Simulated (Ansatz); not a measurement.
Ga₄SbAs₃ (ordering on wurtzite): the band gap by level of theory

All numbers come from Ansatz. These are computed values for a spin-unpolarised cell that may be hypothetical; none is a measurement.

Ga₄SbAs₃, ordered on the wurtzite lattice (Cm) with 8 atoms a cell, relaxed with r2SCAN. The symmetry is Cm (No. 8, monoclinic); a = 15.191 Å, b = 4.082 Å, c = 7.059 Å, β = 117.6° in the conventional setting, 24.24 Å³ an atom. As is surrounded by 4 Ga at 2.47–2.51 Å; As is surrounded by 4 Ga at 2.44–2.51 Å; Ga is surrounded by 3 As at 2.47 Å and 1 Sb at 2.60 Å; Ga is surrounded by 4 As at 2.50–2.51 Å; As is surrounded by 4 Ga at 2.46–2.50 Å; Sb is surrounded by 4 Ga at 2.57–2.61 Å; Ga is surrounded by 2 As at 2.44–2.46 Å and 2 Sb at 2.57 Å; Ga is surrounded by 3 As at 2.47–2.48 Å and 1 Sb at 2.61 Å.

```
As Ga Sb
1.0
     7.59534   -2.04097    0.03577
     7.59534    2.04097    0.03577
    -3.30489    0.00000    6.23805
As Ga Sb
3 4 1
Cartesian
  13.0316 0.0000 4.2596
  11.1115 0.0000 0.5850
  7.0026 0.0000 1.0586
  -0.0118 0.0000 5.4098
  13.3270 0.0000 1.7689
  9.2203 0.0000 2.1325
  4.1921 0.0000 4.8750
  1.8891 0.0000 3.6431
```

Gaps on the r2SCAN cell, each the least over its mesh and the special points:
```json
{"level": "PBE", "k mesh": "6×6×4", "gap (eV)": "0.01", "kind": "indirect", "edges": "Y₂–Γ (0.90) → Γ", "least direct gap (eV)": "0.04"}
{"level": "r2SCAN", "k mesh": "6×6×4", "gap (eV)": "0.18", "kind": "direct", "edges": "Γ", "least direct gap (eV)": "0.18"}
{"level": "HSE06", "k mesh": "4×4×2", "gap (eV)": "0.56", "kind": "direct", "edges": "Γ", "least direct gap (eV)": "0.56"}
```
All runs use a smearing of 0.02 eV.
Wave cutoffs: 420 eV, 500 eV (r2SCAN). Gaps under 0.1 eV (PBE) can't be told from a closed one: the bands may be in normal order or already inverted, which a gap's size doesn't show.

HSE06 gives a direct gap of 0.56 eV at Γ. With r2SCAN, at Γ the top three valence levels group as 1+1+1 from the top, spread over 355 meV.

Direct and least gap lie within 0.04 eV at some levels, so the kind of gap isn't settled.

Spin-orbit coupling is left out, which matters wherever the heavy atoms make up the band edges.

The meshes of the hybrids are coarse, so their gaps aren't converged to the digits shown.

The splittings at Γ are without spin-orbit coupling, which exceeds them in such compounds, regroups them and changes the shifts of the gap.
